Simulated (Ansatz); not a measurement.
TaRu (Cmmm), two-dimensional strain map

Level of theory: Ansatz 0.2.0, DFT PBEsol, scalar-relativistic, plane waves, PAW. Cutoff 420 eV, Γ-centred 18×18×12 k-points, Gaussian smearing of 0.15 eV. Spin–orbit coupling is left out, which can shift energies with elements as heavy as these. No spin polarisation. Energies are free energies at this smearing, counted from the undisturbed cell; pressure is positive in compression.

Zero of the scan (as given, not relaxed at this level; it stands at -8.7 GPa, and it needn't be the usual structure):

```
CELL_PARAMETERS angstrom
1.65412 -2.34161 0.00000
1.65412 2.34161 0.00000
0.00000 0.00000 4.16242
ATOMIC_POSITIONS crystal
Ta 0.50000 0.50000 0.50000
Ru 0.00000 0.00000 0.00000
```

The cell is strained by p along both x and y and by q along z, fractional coordinates fixed. Points are written (p, q). At -9 GPa the given cell is far from its own equilibrium, so these figures belong to a strongly strained crystal.

Energy above the undisturbed cell in meV/atom (a dash: not computed):

```csv
p \ q,-0.080,-0.040,0.000,0.040,0.080
-0.080,677.6,396.1,223.3,139.3,124.6
-0.040,252.5,87.2,10.8,5.2,56.4
0.000,63.0,-4.8,0.0,62.4,169.0
0.040,46.5,–,132.9,–,404.4
0.080,159.0,239.6,367.2,531.0,721.5
```

Pressure in GPa:

```csv
p \ q,-0.080,-0.040,0.000,0.040,0.080
-0.080,89.3,63.4,42.9,26.6,13.8
-0.040,47.1,27.5,12.1,-0.1,-9.4
0.000,17.6,2.8,-8.7,-17.6,-24.3
0.040,-3.2,–,-22.5,–,-33.6
0.080,-17.5,-25.5,-31.5,-35.9,-39.0
```